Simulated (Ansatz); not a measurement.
Relax this structure to zero stress and force, keeping its symmetry:

```cif
data_structure
_symmetry_space_group_name_H-M 'P 1'
_symmetry_Int_Tables_number 1
_cell_length_a 3.9541
_cell_length_b 3.9541
_cell_length_c 14.0506
_cell_angle_alpha 90.000
_cell_angle_beta 90.000
_cell_angle_gamma 90.000
_cell_volume 219.68
loop_
_atom_site_label
_atom_site_type_symbol
_atom_site_fract_x
_atom_site_fract_y
_atom_site_fract_z
_atom_site_occupancy
Bi1 Bi 0.00000 0.50000 0.86650 1
Bi2 Bi 0.50000 0.00000 0.13350 1
Bi3 Bi 0.50000 0.00000 0.58909 1
Bi4 Bi 0.00000 0.50000 0.41091 1
S1 S 0.50000 0.00000 0.89431 1
S2 S 0.00000 0.50000 0.10569 1
S3 S 0.00000 0.50000 0.68749 1
S4 S 0.50000 0.00000 0.31251 1
O1 O 0.00000 0.00000 0.50000 1
O2 O 0.50000 0.50000 0.50000 1
```

Computed with DFT r2SCAN, scalar-relativistic, plane waves, PAW (Ansatz 0.2.0).

Settings: cutoff 500 eV, Γ-centred mesh 8×8×2 on the computed 10-atom cell, Gaussian smearing of 0.02 eV; no spin polarisation.

Q: What does it relax to?

A: The volume goes up by 0.09 Å³/atom to 22.06 Å³/atom, and the energy falls by 0.2 meV/atom. Final structure:
```cif
data_structure
_symmetry_space_group_name_H-M 'P4/nmm:1'
_symmetry_Int_Tables_number 129
_cell_length_a 3.9595
_cell_length_b 3.9595
_cell_length_c 14.0676
_cell_angle_alpha 90.000
_cell_angle_beta 90.000
_cell_angle_gamma 90.000
_cell_volume 220.55
loop_
_atom_site_label
_atom_site_type_symbol
_atom_site_symmetry_multiplicity
_atom_site_Wyckoff_symbol
_atom_site_fract_x
_atom_site_fract_y
_atom_site_fract_z
_atom_site_occupancy
Bi1 Bi 2 c 0.00000 0.50000 0.86526 1
Bi2 Bi 2 c 0.50000 0.00000 0.58882 1
S1 S 2 c 0.50000 0.00000 0.89257 1
S2 S 2 c 0.00000 0.50000 0.68703 1
O1 O 2 b 0.00000 0.00000 0.50000 1
```

Course of the relaxation (steps run on the plane waves of an earlier cell, and the basis is chosen afresh near the end, so energy and pressure can step there; trial steps that raised the energy were taken back; energies are free energies):

```json
{"step": "1", "E − E_final (meV/atom)": "0.2", "largest force component (eV/Å)": "0.090", "P (GPa)": "0.17", "V (Å³/atom)": "21.97"}
{"step": "2", "E − E_final (meV/atom)": "0.3", "largest force component (eV/Å)": "0.071", "P (GPa)": "-0.29", "V (Å³/atom)": "22.19"}
{"step": "3", "E − E_final (meV/atom)": "0.0", "largest force component (eV/Å)": "0.015", "P (GPa)": "-0.03", "V (Å³/atom)": "22.06"}
{"step": "4", "E − E_final (meV/atom)": "0.0", "largest force component (eV/Å)": "0.004", "P (GPa)": "0.01", "V (Å³/atom)": "22.06"}
{"step": "5", "E − E_final (meV/atom)": "0.0", "largest force component (eV/Å)": "0.004", "P (GPa)": "0.01", "V (Å³/atom)": "22.06"}
```

Spin–orbit coupling is left out, which can shift energies with elements as heavy as these.

Cost: 1 run of about 3.8 core-minutes, on Arm Neoverse V2 (shared hosts).